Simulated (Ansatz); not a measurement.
Ansatz input file:

```yaml
crystal:
  lattice:
    - [-3.529418, 3.529418, 2.653571]
    - [3.529418, -3.529418, 2.653571]
    - [3.529418, 3.529418, -2.653571]
  atoms:
    - { symbol: As, position: [0.875, 0.125, 0.75] }
    - { symbol: As, position: [0.375, 0.125, 0.25] }
    - { symbol: As, position: [0.875, 0.625, 0.75] }
    - { symbol: As, position: [0.875, 0.125, 0.25] }
    - { symbol: Se, position: [0.5, 0.5, 0.0] }
    - { symbol: Se, position: [0.25, 0.75, 0.5] }
basis:
  ecutwfc: 420
kpoints:
  mp_grid: { grid: [4, 4, 4] }
hamiltonian:
  xc: pbe
scf:
  occupations: { method: gaussian, width: 0.1 }
output:
  forces: true
  stress: true
  eigenvalues: true
```

Launched with
```bash
ansatz run input.yaml --threads 1 --pin off --max-ram 2560MiB --backend cpu --events-out ev --progress --plain --runs-dir out
```

Theory: DFT PBE, scalar-relativistic, plane waves, PAW in Ansatz 0.2.0.

From the run's log, abridged (final results; tables in files aren't shown):

```
SCF 1 converged in 7 iterations: F = -30361.993808 eV  dr2 = 8.63e-8
SCF converged after 7 iterations
Free energy (F): -30361.993808 eV
Harris-Foulkes:  -30361.993808 eV  (|F-HF|=3.98e-8)
Internal energy: -30361.963447 eV  (E = F + TS)
E sigma→0 (E₀):  -30361.978628 eV
Entropy (-TS):   -0.030361 eV (-5.060 meV/atom)
Fermi energy:    9.972232 eV
--- Per-component energies (eV) ---
  E_band       = -1683.172485
  E_kinetic    = 642.126978
  E_local      = -11207.135188  (includes V_loc(G=0)·N_el)
  E_nonlocal   = -3873.165028
  E_hartree    = 5948.403066
  E_xc         = -523.561867
  E_vxc        = -510.875370  (∫ρ·V_xc dr)
  E_paw        = -11161.089012  (= ΣΔE_a)
  E_vpaw       = 1369.083477  (= ΣTr[D̂ρ^β])
  E_aug_tail   = -0.001150  (compensation charges beyond the density's cutoff)
  E_ewald      = -10187.541246
  E_smearing   = -0.030361  (= −TS)
--- Forces (eV/Å), atoms counted from 1 ---
  atom   1  As     0.00000000     0.00000000     0.00000000
  atom   2  As     0.00000000     0.00000000     0.00000000
  atom   3  As     0.00000000     0.00000000     0.00000000
  atom   4  As     0.00000000     0.00000000     0.00000000
  atom   5  Se     0.00000000     0.00000000     0.00000000
  atom   6  Se     0.00000000     0.00000000     0.00000000
--- Stress (GPa, compression-positive) ---
        0.073540       0.000000       0.000000
        0.000000       0.073540       0.000000
        0.000000       0.000000      -1.456826
  P = ⅓ Tr σ = -0.4366 GPa (-4.366 kbar)
--- Band table (eV; the first three rows and the last of 13) ---
  k-point 0: bands = ["-38.0546", "-38.0545", "-38.0375", "-38.0375", "-38.0373", "-38.0373", "-37.9838", "-37.9831", "-37.9827", "-37.9824", "-26.1832", "-26.1712", "-26.1712", "-26.1561", "-26.1491", "-26.1441", "-26.1441", "-26.1410", "-26.1338", "-26.1287", "-26.1287", "-26.1252", "-26.0972", "-26.0654", "-26.0564", "-26.0564", "-26.0453", "-26.0453", "-26.0420", "-26.0100", "-5.1289", "-3.0292", "-0.4771", "-0.4092", "-0.4092", "1.2473", "4.0377", "4.3357", "5.6586", "5.8945", "5.8945", "7.1027", "7.1027", "7.2568", "7.2568", "8.8786", "12.2618", "12.9477", "12.9477", "13.4882", "13.8786", "14.6861", "15.4149", "15.4149", "16.1010", "16.8617"]
  k-point 1: bands = ["-38.0546", "-38.0545", "-38.0374", "-38.0374", "-38.0373", "-38.0373", "-37.9837", "-37.9832", "-37.9826", "-37.9825", "-26.1807", "-26.1724", "-26.1676", "-26.1561", "-26.1494", "-26.1450", "-26.1430", "-26.1408", "-26.1332", "-26.1296", "-26.1286", "-26.1260", "-26.0910", "-26.0640", "-26.0605", "-26.0535", "-26.0511", "-26.0437", "-26.0420", "-26.0165", "-4.8683", "-3.3655", "-0.6700", "-0.6016", "-0.2346", "0.8861", "4.1370", "4.8418", "5.6037", "6.2715", "6.3744", "6.6603", "7.2423", "7.7696", "7.7971", "9.6910", "11.6000", "11.6113", "12.2574", "12.9402", "13.7819", "14.2059", "14.8369", "15.0301", "16.4315", "16.7529"]
  k-point 2: bands = ["-38.0546", "-38.0546", "-38.0374", "-38.0374", "-38.0374", "-38.0374", "-37.9835", "-37.9835", "-37.9825", "-37.9825", "-26.1759", "-26.1759", "-26.1604", "-26.1604", "-26.1474", "-26.1474", "-26.1411", "-26.1411", "-26.1317", "-26.1317", "-26.1276", "-26.1276", "-26.0750", "-26.0750", "-26.0593", "-26.0593", "-26.0481", "-26.0481", "-26.0308", "-26.0308", "-4.1676", "-4.1676", "-0.7764", "-0.7764", "0.2475", "0.2475", "4.6318", "4.6318", "5.4697", "5.4697", "7.6839", "7.6839", "8.5838", "8.5838", "8.8346", "8.8346", "9.9132", "9.9132", "11.8069", "11.8069", "13.7211", "13.7211", "15.2011", "15.2011", "16.9631", "16.9631"]
  k-point 12: bands = ["-38.0546", "-38.0546", "-38.0375", "-38.0375", "-38.0373", "-38.0373", "-37.9835", "-37.9835", "-37.9825", "-37.9825", "-26.1674", "-26.1674", "-26.1655", "-26.1655", "-26.1456", "-26.1456", "-26.1415", "-26.1415", "-26.1301", "-26.1301", "-26.1297", "-26.1297", "-26.0554", "-26.0554", "-26.0549", "-26.0549", "-26.0541", "-26.0541", "-26.0533", "-26.0533", "-3.8770", "-3.8770", "-1.0569", "-1.0569", "-0.6035", "-0.6035", "5.4452", "5.4452", "6.7283", "6.7283", "7.4865", "7.4865", "9.3101", "9.3101", "9.6717", "9.6717", "10.2611", "10.2611", "10.4009", "10.4009", "12.5310", "12.5310", "13.3933", "13.3933", "16.5987", "16.5987"]
```

The run converged.

Time: 9 s on 1 thread of Intel(R) Xeon(R) Processor @ 2.70GHz, with other jobs on the host, peak memory 0.45 GiB.

The k mesh is coarse.